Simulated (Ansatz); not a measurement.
# BeS: computed property card

BeS:
```xyz
6
Lattice="3.3991 0.0000 0.0000 -1.6995 2.9437 0.0000 0.0000 0.0000 7.6728" Properties=species:S:1:pos:R:3 pbc="T T T"
Be     1.6995     0.0000     0.0000
Be    -0.8498     1.4718     2.5576
Be     0.8498     1.4718     5.1152
S      1.6995     0.0000     3.8364
S     -0.8498     1.4718     6.3940
S      0.8498     1.4718     1.2788
```

Space group P6_422 (No. 181); conventional cell a = b = 3.399 Å, c = 7.673 Å, α = β = 90.00°, γ = 120.00°.

Method: LDA (plane waves, PAW; program Ansatz). Geometry: relaxed at this level of theory. Other levels are named where they apply.

**Cell and energy**

```
Quantity                                                      Result
-----------------------------------------------------  -------------
Volume per atom                                             12.80 Å³
Density                                                   2.67 g/cm³
Formation energy from the elements (no fitted shifts)  -0.85 eV/atom
```

**Electronic structure**

```
Item                                                                                              Result
----------------------------------------  --------------------------------------------------------------
Band gap                                                                              2.42 eV (indirect)
Valence-band maximum                                              on the Γ–M line, 4 % of the way from Γ
Conduction-band minimum                   on the M–K line, 10 % of the way from M (6 equivalent valleys)
Smallest direct gap on the standard path                                                         3.75 eV
Electron effective mass                                           0.30, 0.30, 0.57 mₑ (principal values)
```

**Mechanics**

```
Property                                                                                                       Result
-----------------------------------------------------------  --------------------------------------------------------
Bulk modulus (Birch–Murnaghan fit)                                                                          1100 kbar
Pressure derivative B′                                                                                            3.8
Elastic constants (relaxed ions, GPa)                        C11 = 208, C12 = 61.0, C13 = 58.0, C33 = 223, C44 = 71.9
Mechanical stability                                                           stable (all eigenvalues of C positive)
Hill bulk and shear moduli                                                                           110 and 74.1 GPa
Young's modulus                                                                                               182 GPa
Poisson's ratio                                                                                                  0.23
Debye temperature from the elastic constants                                                                    743 K
Piezoelectric stress constants (proper, relaxed ions, C/m²)                                   e14 = 0.03, e25 = -0.03
```

**Dielectric response**

```
Item                                                                         Result
--------------------------------------------------------  -------------------------
Electronic dielectric constant ε∞ (DFPT)                  6.94 (xx = yy), 7.56 (zz)
Static dielectric constant ε0 (ions relaxed, cell fixed)  10.8 (xx = yy), 11.1 (zz)
Born charges (a third of the trace)                             Be +1.83, S -1.83 e
```

**Phonons**

```
Property                                                             Value
--------------------------------------------------  ----------------------
Highest zone-centre frequency (without LO–TO term)               641 cm^-1
Zone-centre stability                               no imaginary mode at Γ
```

The start of the workflow was typed in or built on a structure type; neither database checked (COD, Materials Project) lists it. COD files the formula under space group No. 216. Its standing as an ambient phase is unchecked. Symmetry was held in the LDA relaxation. Signs of piezoelectric constants follow the polarity of the cell as given. The references are the lowest solids computed at this level, not always the standard phases.

Potentials: the later of the program's two PAW sets.
